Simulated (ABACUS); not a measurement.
Input and output of a self-consistent single point for MgZn₃O₄ (Cm, 8 atoms in the cell; from Materials Project mp-1221958, changed as shown) (ABACUS).

Computed with PBEsol, PseudoDojo 0.4 standard norm-conserving PBEsol (tails mended) pseudopotentials (plane waves; ABACUS 3.10.1).

The change in words: volume scaled by 0.99. Reference geometry (Cm):
```
CELL_PARAMETERS angstrom
      5.89784    -1.62721     0.00000
      5.89784     1.62721     0.00000
     -2.67117     0.00000     4.93956
ATOMIC_POSITIONS crystal
  Mg 0.25130 0.25130 0.92000
  Zn 0.75060 0.75060 0.41570
  Zn 0.49930 0.49930 0.83020
  Zn 0.99980 0.99980 0.33510
  O  0.06140 0.06140 0.72890
  O  0.55850 0.55850 0.22510
  O  0.80870 0.80870 0.14000
  O  0.30840 0.30840 0.64290
```

Reference input (self-consistent single point, DFT, PBEsol, plane waves, PseudoDojo 0.4 standard norm-conserving PBEsol (tails mended) pseudopotentials): KPT = Gamma 4 4 2 0 0 0; basis_type = pw; dft_functional = PBESOL; ecutwfc = 84 Ry; smearing_method = fixed; potentials = PseudoDojo 0.4 standard norm-conserving PBEsol (tails mended); symmetry = 1; ks_solver = dav_subspace; scf_nmax = 100; scf_thr = 1.0e-09 Ry; mixing_type = pulay. This run's input differs from it in these lines:

```diff
@@ -26,5 +26,5 @@
 LATTICE_VECTORS
-   5.8978400000   -1.6272100000    0.0000000000
-   5.8978400000    1.6272100000    0.0000000000
-  -2.6711670000    0.0000000000    4.9395610000
+   5.8781120000   -1.6217670000    0.0000000000
+   5.8781120000    1.6217670000    0.0000000000
+  -2.6622320000    0.0000000000    4.9230380000
```

Log, with long lists cut:

```
 SELF-CONSISTENT
 -------------------------------------------

                                 init_chg = atomic

 PW ALGORITHM --------------- ION=   1  ELEC=   1--------------------------------

 Density error is 1.71804714446
                          Error Threshold = 0.01
 E_KohnSham     -1503.5538383296     -20456.8994510536
 E_Fermi        0.5535874949         7.5319442720

 PW ALGORITHM --------------- ION=   1  ELEC=   2--------------------------------

 Density error is 2.46443121051
                          Error Threshold = 0.00182770972815
 E_KohnSham     -1503.8970944433     -20461.5696900734
   [... lines left out ...]

 Density error is 1.06147326228e-09
                          Error Threshold = 9.37931606244e-12
 E_KohnSham     -1504.3800844236     -20468.1411058815
 E_Fermi        0.6347823284         8.6366566564

 PW ALGORITHM --------------- ION=   1  ELEC=  11--------------------------------

 Density error is 1.42617114053e-10
                          Error Threshold = 1.12922687476e-12
 E_KohnSham     -1504.3800844238     -20468.1411058844
 E_KS(sigma->0) -1504.3800844238     -20468.1411058844
 E_entropy(-TS) 0.0000000000         0.0000000000
 E_Fermi        0.6347824346         8.6366581012
 charge density convergence is achieved
 final etot is -20468.141106 eV
 EFERMI = 8.6366581012 eV

 STATE ENERGY(eV) AND OCCUPATIONS    NSPIN == 1
   [... 54 lines left out ...]

 TOTAL-FORCE (eV/Angstrom)
                       Mg1         0.0393465461         0.0000000000         0.0383310572
                       Zn1         0.0202111174         0.0000000000        -0.0058130034
                       Zn2        -0.0126705683         0.0000000000        -0.0142896610
                       Zn3        -0.0293514019         0.0000000000        -0.0036985155
                        O1        -0.1120928678         0.0000000000        -0.0705590072
                        O2        -0.0020252749         0.0000000000        -0.0038431475
                        O3         0.0111160867         0.0000000000         0.1441875950
   [... lines left out ...]

 TOTAL-STRESS (KBAR)
         3.3382800899        -0.0000000000         0.4346881901
         0.0000000000         4.3532851055        -0.0000000000
         0.4346881901        -0.0000000000         2.0933757698
 TOTAL-PRESSURE: 3.261647 KBAR

 --------------------------------------------
 !FINAL_ETOT_IS -20468.1411058843805222 eV
 --------------------------------------------
```

The run converged in 11 iterations. Against the reference run the free energy stays essentially unchanged (within 1 meV/atom), the pressure goes from -1.06 to 0.33 GPa, the largest force goes from 0.154 to 0.145 eV/Å and the gap on the mesh goes from 1.301 to 1.322 eV.

The structure comes from a collection of computed structures, made at another level of theory; the collection holds predicted forms beside known ones.

Cost on one core: about 2.6 core-minutes (a rough figure).

“Tails mended”: in these copies of the files the far tail of each local potential was reset to the Coulomb form.
